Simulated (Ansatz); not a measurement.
# Sn$_{4}$Ir: computed property card

Sn₄Ir:
```yaml
crystal:
  lattice:
    - [3.17183, -5.78243, 0.00000]
    - [3.17183, 5.78243, 0.00000]
    - [0.00000, 0.00000, 6.32475]
  atoms:
    - { symbol: Sn, position: [0.04946, 0.30361, 0.67505] }
    - { symbol: Sn, position: [0.95054, 0.69639, 0.67505] }
    - { symbol: Sn, position: [0.30361, 0.04946, 0.32495] }
    - { symbol: Sn, position: [0.69639, 0.95054, 0.32495] }
    - { symbol: Sn, position: [0.45054, 0.19639, 0.82495] }
    - { symbol: Sn, position: [0.54946, 0.80361, 0.82495] }
    - { symbol: Sn, position: [0.19639, 0.45054, 0.17505] }
    - { symbol: Sn, position: [0.80361, 0.54946, 0.17505] }
    - { symbol: Ir, position: [0.50000, 0.50000, 0.50000] }
    - { symbol: Ir, position: [0.00000, 0.00000, 0.00000] }
```

Space group Ccce (No. 68); conventional cell a = 6.344 Å, b = 11.565 Å, c = 6.325 Å, α = β = γ = 90.00°.

Method: DFT-r²SCAN in the program Ansatz with PAW potentials. The cell and atoms are relaxed at this level. Other levels are named where they apply.

**Cell and energy**

```yaml
volume_per_atom: 23.20 Å³
density: 9.55 g/cm³
Formation energy from the elements (no fitted shifts): -0.15 eV/atom
```

**Electronic structure**

```yaml
electronic_character: metallic (no gap)
Density of states at the Fermi level: 0.38 states/eV per atom (mean over ±0.08 eV)
Gap with spin–orbit coupling: none (metallic)
```

**Mechanics**

```yaml
Bulk modulus (Birch–Murnaghan fit): 81.8 GPa
Pressure derivative B′: 6.1
```

**Charges**

```yaml
bader_charges: Sn +0.33, Ir -1.32 e
```

The workflow started from a Materials Project entry (that database holds measured and hypothetical structures alike); the Crystallography Open Database copy checked does not list it. COD files the formula under space group No. 142. Whether it is the stable phase at ambient conditions was not checked. The r²SCAN relaxation kept the symmetry of its start; whether a distortion lowers the energy is not shown. The run is not spin-polarised. Axis ratios of metals converge slowly with the k-mesh, so a and c are less sure than the volume. The references are the lowest solids computed at this level, not always the standard phases. Scalar-relativistic: spin–orbit coupling is off unless named, which matters more the heavier the elements.

Potentials: the later of the program's two PAW sets.
